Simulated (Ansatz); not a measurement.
# SmS: computed property card

SmS:
```cif
data_SSm
_chemical_formula_sum 'Sm1 S1'
_space_group_name_H-M_alt 'P 1'
_space_group_IT_number 1
_cell_length_a 4.13018
_cell_length_b 4.13018
_cell_length_c 4.13018
_cell_angle_alpha 60.000
_cell_angle_beta 60.000
_cell_angle_gamma 60.000
loop_
_space_group_symop_operation_xyz
  'x, y, z'
loop_
_atom_site_label
_atom_site_type_symbol
_atom_site_fract_x
_atom_site_fract_y
_atom_site_fract_z
_atom_site_occupancy
Sm1 Sm 0.50000 0.50000 0.50000 1
S1 S 0.00000 0.00000 0.00000 1
```
The run is spin-polarised; directions of the spins, atom by atom: ↑ 0.

Space group Fm-3m (No. 225), rock salt; conventional cell a = 5.8410 Å, b = 5.8410 Å, c = 5.8410 Å, α = 90.00°, β = 90.00°, γ = 90.00°.

Method: the program Ansatz at the r²SCAN level (PAW). Structure relaxed to zero pressure with the same functional. Other levels are named where they apply.

Cell and energy:

```
Quantity             Result
---------------  ----------
Volume per atom    24.91 Å³
Density          6.08 g/cm³
```

Electronic structure:

```
Quantity                                                                    Result
------------------------------------  --------------------------------------------
Electronic character                                             metallic (no gap)
Density of states at the Fermi level  0.82 states/eV per atom (mean over ±0.08 eV)
```

Magnetism:

```
Item                      Result
--------------  ----------------
Magnetic order     ferromagnetic
Net moment      2.95 μB per atom
```

The workflow started from a Materials Project entry (that database holds measured and hypothetical structures alike); the Crystallography Open Database files this formula in space group No. 225, but the cells were not matched. Whether it is the stable phase at ambient conditions was not checked. The cell was relaxed with r²SCAN under the symmetry of its start; whether a distortion lowers the energy is not shown. Magnetic state: ferromagnetic, the only order run, not a proven ground state. The cell computed holds one magnetic atom, so no antiferromagnetic order was within reach. Caveat: open 4f shells can settle in a state that is not the lowest. Other orbital occupations within this spin state were not tried. No Hubbard U is applied. The compound may be a true metal, but semilocal functionals without U, or a wrong spin order, can also close a gap. Point labels and valley counts follow the cell and symmetry of the run, lower than the named group. Scalar-relativistic: spin–orbit coupling is off unless named, which matters more the heavier the elements.

Potentials: the later of the program's two PAW sets.
